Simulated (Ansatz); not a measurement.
Input file for Ansatz (a first-principles code):

Ansatz 0.2 input:
```yaml
crystal:
  lattice:
    - [0.0, 2.1074281412, 2.1074281412]
    - [2.1074281412, 0.0, 2.1074281412]
    - [2.1074281412, 2.1074281412, 0.0]
  atoms:
    - { symbol: Mg, position: [0.0, 0.0, 0.0] }
    - { symbol: O, position: [0.5, 0.5, 0.5] }
kpoints:
  mp_grid: { grid: [11, 11, 11] }
hamiltonian:
  xc: pbesol
  pseudopotentials: { azcp: { folder: ./paw }, kind: paw }
scf:
  occupations: { method: fixed }
dielectric: {}
```

Output (shortened):

```
Pseudopotential: Mg, paw, valence charge 10
Pseudopotential: O, paw, valence charge 6
Functional definition: PBEsol
Crystal: 2 atoms, lattice volume = 18.719 Å³
Basis set: ecut = 420 eV, 339 PW (Γ), exchange–correlation on 40×40×40 points (8 copies of the dense FFT grid, shifted against one another)
Bands: 12, of which v1, the nominal top of the filled ones, is band 8 counted from 1 (7 counted from 0)
Symmetry: 48 space group operations
k-points: 126 of 1331 (irreducible under 8 space group operations, time reversal used)
SCF iter   1: F=—  HF=-2475.879294 eV  |F-HF|=—  |Δ(HF+E_count)|=         —  Δρ=7.14e-2  dr2=4.76e-1  ethr=3.10e-3  ⟨swp⟩=4.4  Hψ=8178  notcnv=0  defer=151
preconditioner: auto → none
SCF iter   2: F=—  HF=-2475.837476 eV  |F-HF|=—  |Δ(HF+E_count)|=   4.18e-2  Δρ=2.72e-2  dr2=8.64e-2  ethr=2.97e-3  ⟨swp⟩=2.7  Hψ=3133  notcnv=0  defer=205
SCF iter   3: F=—  HF=-2475.877561 eV  |F-HF|=—  |Δ(HF+E_count)|=   4.01e-2  Δρ=1.48e-2  dr2=2.26e-2  ethr=5.40e-4  ⟨swp⟩=2.1  Hψ=2338  notcnv=0  defer=247
SCF iter   4: F=—  HF=-2475.873665 eV  |F-HF|=—  |Δ(HF+E_count)|=   3.90e-3  Δρ=2.89e-3  dr2=1.37e-3  ethr=1.41e-4  ⟨swp⟩=2.0  Hψ=2205  notcnv=0  defer=250
SCF iter   5: F=—  HF=-2475.874144 eV  |F-HF|=—  |Δ(HF+E_count)|=   4.79e-4  Δρ=4.50e-4  dr2=2.86e-5  ethr=8.54e-6  ⟨swp⟩=2.2  Hψ=2243  notcnv=0  defer=250
SCF iter   6: F=—  HF=-2475.874168 eV  |F-HF|=—  |Δ(HF+E_count)|=   2.38e-5  Δρ=3.13e-5  dr2=7.25e-8  ethr=1.79e-7  ⟨swp⟩=2.0  Hψ=2061  notcnv=0  defer=26
SCF iter   7: F=—  HF=-2475.874168 eV  |F-HF|=—  |Δ(HF+E_count)|=   3.25e-7  Δρ=3.07e-6  dr2=6.03e-10  ethr=4.53e-10  ⟨swp⟩=2.0  Hψ=2462  notcnv=0
SCF iter   8: F=-2475.874168 eV  HF=-2475.874168 eV  |F-HF|=4.09e-12  |Δ(HF+E_count)|=  5.00e-10  Δρ=2.09e-7  dr2=4.11e-12  ethr=1.00e-12  ⟨swp⟩=4.0  Hψ=5209  notcnv=0
SCF 1 converged in 8 iterations: F = -2475.874168 eV  dr2 = 4.11e-12
NSCF: frozen V_eff on 5 k-points
DFPT response loops at Γ: preconditioner auto → none (the input reference at scf.mixing.eps_inf says where Resta's filter doesn't serve); β = 0.50 …
SCF converged after 8 iterations
Free energy (F): -2475.874168 eV
Harris-Foulkes:  -2475.874168 eV  (|F-HF|=4.09e-12)
Internal energy: -2475.874168 eV  (E = F + TS)
E sigma→0 (E₀):  -2475.874168 eV
Fermi energy:    7.909723 eV
--- Per-component energies (eV) ---
  E_band       = -293.694396
  E_kinetic    = 242.687316
  E_local      = -1692.709497  (includes V_loc(G=0)·N_el)
  E_nonlocal   = 247.638287
  E_hartree    = 560.566024
  E_xc         = -99.358419
  E_vxc        = -127.983764  (∫ρ·V_xc dr)
  E_paw        = -446.280868  (= ΣΔE_a)
  E_vpaw       = -84.459505  (= ΣTr[D̂ρ^β])
  E_aug_tail   = 0.000732  (compensation charges beyond the density's cutoff)
  E_ewald      = -1288.511893
  E_core_change = 0.094150  (= ΣΔE_core)
  E_smearing   =  0.000000  (= −TS)
  E_closure    =  0.000000  (closes the sum)
  Σ components = -2475.874168   (vs F -2475.874168, Δ=0.00e0)
  [band-id]    e_kinetic+e_local+e_nonlocal+2·e_hartree+e_vxc+e_vpaw+e_augmentation_tail = -293.694383   (vs E_band -293.694396, Δ=1.33e-5)
--- Band table (eV; the first three rows and the last of 126) ---
  k-point 0: bands = ["-63.9407", "-30.8559", "-30.8559", "-30.8559", "-9.2703", "7.9097", "7.9097", "7.9097", "12.5308", "23.5498", "23.5498", "23.5498"]
  k-point 1: bands = ["-63.9400", "-30.8630", "-30.8566", "-30.8566", "-9.1782", "7.3508", "7.8534", "7.8534", "13.0674", "22.4387", "23.7487", "23.7487"]
  k-point 2: bands = ["-63.9381", "-30.8821", "-30.8585", "-30.8585", "-8.9211", "6.1716", "7.7063", "7.7063", "14.1415", "20.9899", "24.1918", "24.1918"]
  k-point 125: bands = ["-63.9290", "-30.9107", "-30.9073", "-30.8848", "-7.6482", "4.7911", "5.0017", "6.2700", "18.9870", "19.6641", "19.9647", "23.5770"]
--- Dielectric response (ions clamped): 1 representative field direction + reference, on 126 of 1331 k-points (Σ response iterations 6) ---
  ε∞ (high-frequency dielectric tensor):
        3.244866     0.000000     0.000000
        0.000000     3.244866     0.000000
        0.000000     0.000000     3.244866
  Born effective charges Z* (e; rows j = field, columns β = displacement):
    site 0:
         1.98046    0.00000    0.00000
         0.00000    1.98046    0.00000
         0.00000    0.00000    1.98046
    site 1:
        -1.98046    0.00000    0.00000
         0.00000   -1.98046    0.00000
         0.00000    0.00000   -1.98046
  Z* charge neutrality: 8.630e-6 e pre-enforcement
  k-mesh period / interband length: 32.8 Å / 1.46 Å = 22.41 at k = (0.0000, 0.0000, 0.0000), direct gap 4.621 eV — 14 or more, which is no proof of convergence
```

Cost: around 6 core-seconds (rough) on shared cores.

Space group Fm-3m (rock salt). The PBEsol relaxation kept the symmetry of its start; phonons on a q-mesh show no instability.

Potentials: the earlier of the program's two PAW sets.

Ansatz is a plane-wave DFT program.
